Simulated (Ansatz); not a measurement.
Relaxed-ion elastic tensor of SiW₃ in space group Fm-3m (No. 225; Si on 4a, W on 4b, W on 8c) in GPa (Voigt order), plane-wave PAW r²SCAN (Ansatz code); density 16.10 g/cm³, 14.95 Å³ per atom.

```json
[
 {"": "1", "1": "318", "2": "269", "3": "269", "4": "0.0", "5": "0.0", "6": "0.0"},
 {"": "2", "1": "269", "2": "318", "3": "269", "4": "0.0", "5": "0.0", "6": "0.0"},
 {"": "3", "1": "269", "2": "269", "3": "318", "4": "0.0", "5": "0.0", "6": "0.0"},
 {"": "4", "1": "0.0", "2": "0.0", "3": "0.0", "4": "146", "5": "0.0", "6": "0.0"},
 {"": "5", "1": "0.0", "2": "0.0", "3": "0.0", "4": "0.0", "5": "146", "6": "0.0"},
 {"": "6", "1": "0.0", "2": "0.0", "3": "0.0", "4": "0.0", "5": "0.0", "6": "146"}
]
```

Problem. Is the crystal mechanically stable?

Solution. Yes: the smallest eigenvalue of C is 49.4 GPa.

Problem. Work out the Voigt, Reuss and Hill averages.

Solution. K_V = 285, K_R = 285, K_H = 285; G_V = 97.4, G_R = 49.3, G_H = 73.3 GPa.

Problem. Give Young's modulus, Poisson's ratio, Pugh's ratio and the universal anisotropy index.

Solution. E = 9KG/(3K + G) = 203 GPa; ν = 0.38; K/G = 3.89 (ductile by the Pugh limit of 1.75); A_U = 5G_V/G_R + K_V/K_R − 6 = 4.88.

Problem. Estimate the sound speeds and the Debye temperature.

Solution. v_l = √((K + 4G/3)/ρ) = 4880 m/s, v_t = √(G/ρ) = 2130 m/s, mean 2410 m/s; Θ = (h/k)(3n/4πV)^(1/3) v_m = 291 K.

Problem. Give the Zener ratio and Young's modulus along [100], [110] and [111].

Solution. A = 2C44/(C11 − C12) = 5.90; 1/E = S11 − 2(S11 − S12 − S44/2)Γ with Γ = 0, 1/4, 1/3 gives 72.1, 183, 374 GPa.

A made-up cell: these elements were put on the sites of a structure type; neither database checked (COD, Materials Project) lists it. Its standing as an ambient phase is unchecked. The cell was relaxed with r²SCAN under the symmetry of its start; whether a distortion lowers the energy is not shown. The run is not spin-polarised. As this level gives no gap, shear constants depend on the k-mesh and smearing (Fermi–Dirac, 0.1 eV here). Scalar-relativistic: spin–orbit coupling is off unless named, which matters more the heavier the elements.

Potentials: the earlier of the program's two PAW sets.
